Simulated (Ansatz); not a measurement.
Input:

TiO2 (anatase)

```
CELL_PARAMETERS angstrom
     -1.89921     1.89921     4.85192
      1.89921    -1.89921     4.85192
      1.89921     1.89921    -4.85192
ATOMIC_POSITIONS crystal
  Ti 0.50000 0.50000 0.00000
  Ti 0.25000 0.75000 0.50000
  O  0.29360 0.29360 0.00000
  O  0.04360 0.54360 0.50000
  O  0.45640 0.95640 0.50000
  O  0.70640 0.70640 0.00000
```

This relaxed cell (volume V₀) is scaled evenly in all directions, its shape held. The atoms relax within the cell's symmetry.

All values below come from PBE (plane waves to 420 eV, PAW, scalar-relativistic; Ansatz, a program for electronic structure). k mesh 12×12×12 (Γ-centred), Fermi-Dirac smearing 0.05 eV. The energy includes the smearing's −TS. Compression counts positive. With the shape held, the modulus is that of even scaling; a crystal free to change shape is softer. The PAW data are Ansatz's earlier set. TiO2 is run without spin polarisation. TiO2 was relaxed with its symmetry unable to fall. ΔE is measured from the relaxed starting cell.

The scan covers V/V₀ from 0.840 to 1.160 in 13 points.

Q: What pressure does the cell carry at V/V₀ = 0.840?

A: 48.3 GPa.

Q: What is ΔE at V/V₀ = 0.840?

A: 241.0 meV/atom.

Q: What is ΔE at V/V₀ = 1.160?

A: 133.0 meV/atom.

(Under strain, the slope of the energy per volume gives the stress and its curvature an elastic modulus.)
